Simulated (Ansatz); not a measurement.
Given:

Relaxed ZnO (wurtzite):

```
ZnO
1.0
    3.27960     0.00000     0.00000
   -1.63980     2.84021     0.00000
    0.00000     0.00000     5.29330
Zn O
2 2
Cartesian
  1.63980   0.94674   0.01140
  0.00000   1.89348   2.65805
  1.63980   0.94674   3.29798
  0.00000   1.89348   0.65133
```

In this cell atom 4 (O, nearest neighbour Zn at 1.999 Å; its periodic images, 3.3 Å or more away, move with it) is moved by s along Cartesian [111], unit vector (0.577, 0.577, 0.577); all other atoms and the cell stay fixed.

These are PBE (plane waves to 420 eV, PAW, scalar-relativistic; Ansatz, a quantum-chemistry and plane-wave program) values and carry that method's errors. k mesh 9×9×5 (Γ-centred), Fermi-Dirac smearing 0.05 eV. Energies are smeared free energies. ZnO was relaxed with its symmetry unable to fall. The zero of ΔE is the undisplaced structure.

The scan covers s from -0.200 to 0.200 Å in 11 points.

Is this a single well or a double well?

A single well with its minimum at or next to zero displacement.

Is the energy the same for displacements of ±0.200 Å, and if not, which side lies higher?

Not even: the negative side lies higher at ±0.200 Å. With its periodic images moving along, the atom's site symmetry in this cell is 3m..

What is the energy change at s = 0.200 Å?

136.6 meV/cell.

What force acts on the atom along the line at s = -0.200 Å?

2.33 eV/Å.

What is the force constant k = d²E/ds² of this move at s = 0?

8.18 eV/Å².

(For displaced atoms, the force is minus the slope of the energy, and its curvature is a force constant, which sets phonon frequencies.)
